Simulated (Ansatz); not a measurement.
# PbSe (rock salt), frozen-phonon scan

Relaxed PbSe (rock salt):

```
PbSe
1.0
    0.00000     6.21766     6.21766
    3.10883     0.00000     3.10883
    3.10883     3.10883     0.00000
Se Pb
2 2
Direct
  0.00000   0.00000   0.00000
  0.50000   0.00000   0.00000
  0.25000   0.50000   0.50000
  0.75000   0.50000   0.50000
```

A phonon eigenvector at L = (0.5, 0.0, 0.0) is frozen into this cell: atom i moves by Q times the vector below, so Q is the largest atomic displacement, in Å. The cell is held. (q is in reciprocal vectors of the primitive cell; the cell shown is doubled to hold the pattern.)

| atom | x | y | z |
|---|---|---|---|
| Se1 | -0.577 | 0.577 | 0.577 |
| Se2 | 0.577 | -0.577 | -0.577 |

Atoms not listed stay in place.

All values below come from PBE (plane waves to 420 eV, PAW, scalar-relativistic; Ansatz, a program for electronic structure). k mesh 9×9×9 (Γ-centred), Fermi-Dirac smearing 0.05 eV. E stands for the smeared free energy. Compression counts positive. PbSe was relaxed with its symmetry unable to fall. Spin-orbit coupling is left out, though Pb is heavy. The PAW data are Ansatz's earlier set. ΔE is measured from the undisplaced structure.

```csv
Q (Å),ΔE (meV/cell),P (GPa),−dE/dQ from forces (eV/Å)
-0.180,176.7,0.45,1.954
-0.150,122.9,0.31,1.634
-0.120,78.8,0.20,1.310
-0.090,44.3,0.11,0.984
-0.060,19.7,0.05,0.657
-0.030,4.9,0.01,0.329
0.000,0.0,0.00,0.000
0.030,4.9,0.01,-0.329
0.060,19.7,0.05,-0.657
0.090,44.3,0.11,-0.984
0.120,78.8,0.20,-1.310
0.150,122.9,0.31,-1.634
0.180,176.7,0.45,-1.954
```

Summary:

The energy at Q = 0.180 Å is 176.7 meV/cell. Space group of the distorted cell: R-3m (No. 166), lowered from Fm-3m. Symmetry of the curve: even: the same for both signs. Shape of the curve: a single well with its minimum at or next to zero displacement. Harmonic wavenumber from the curvature (finite differences): 137 cm⁻¹. Wavenumber by perturbation theory (DFPT, on another k mesh): 137 cm⁻¹.

The 13 points together took about 9 core-minutes (a rough figure).

(A displaced cell: forces are minus the slopes of the energy, force constants its curvatures, and phonons follow from these.)
